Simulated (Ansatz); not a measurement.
Cu$_{3}$Sb:
```yaml
crystal:
  lattice:
    - [4.21071, 0.00000, 0.00000]
    - [0.00000, 5.39437, 0.00000]
    - [0.00000, 0.00000, 5.17193]
  atoms:
    - { symbol: Cu, position: [0.50000, 0.00000, 0.27529] }
    - { symbol: Cu, position: [0.00000, 0.50000, 0.72471] }
    - { symbol: Cu, position: [0.00000, 0.24597, 0.14282] }
    - { symbol: Cu, position: [0.00000, 0.75403, 0.14282] }
    - { symbol: Cu, position: [0.50000, 0.25403, 0.85718] }
    - { symbol: Cu, position: [0.50000, 0.74597, 0.85718] }
    - { symbol: Sb, position: [0.00000, 0.00000, 0.65793] }
    - { symbol: Sb, position: [0.50000, 0.50000, 0.34207] }
```

Relaxed with r²SCAN. Special points in fractions of this cell's reciprocal vectors: Γ (0.000, 0.000, 0.000); X (0.500, 0.000, 0.000); S (0.500, 0.500, 0.000); Y (0.000, 0.500, 0.000); Z (0.000, 0.000, 0.500); U (0.500, 0.000, 0.500); R (0.500, 0.500, 0.500); T (0.000, 0.500, 0.500).

Problem. List the band energies nearest the Fermi level at these points for DFT-r²SCAN with spin–orbit coupling in the program Ansatz with PAW potentials.

Solution. In eV from the Fermi level; about four levels below and three above (degenerate sets whole), none deeper than 8.9 eV; points with the same levels are listed once.

| k | below | above |
|---|---|---|
| Γ | -0.60 -0.60 -0.29 -0.29 | 0.32 0.32 1.39 1.39 |
| X | -0.17 -0.17 -0.17 -0.17 | 2.98 2.98 2.98 2.98 |
| S | -0.23 -0.23 -0.23 -0.23 | 0.67 0.67 0.67 0.67 |
| Y | -0.67 -0.67 -0.67 -0.67 | 0.90 0.90 0.90 0.90 |
| Z | -0.87 -0.87 -0.41 -0.41 | 0.89 0.89 1.87 1.87 |
| U | -2.12 -2.12 -2.12 -2.12 | 0.04 0.04 0.04 0.04 |
| R | -2.25 -2.25 -2.25 -2.25 | 3.84 3.84 3.84 3.84 |
| T | -2.62 -2.62 -2.62 -2.62 | 0.01 0.01 0.01 0.01 |

Space group Pmmn. The workflow started from a Materials Project entry (that database holds measured and hypothetical structures alike); the Crystallography Open Database copy checked does not list it. Its standing as an ambient phase is unchecked. Symmetry was held in the r²SCAN relaxation; whether a distortion lowers the energy is not shown. No spin polarisation was allowed.

Potentials: the later of the program's two PAW sets.
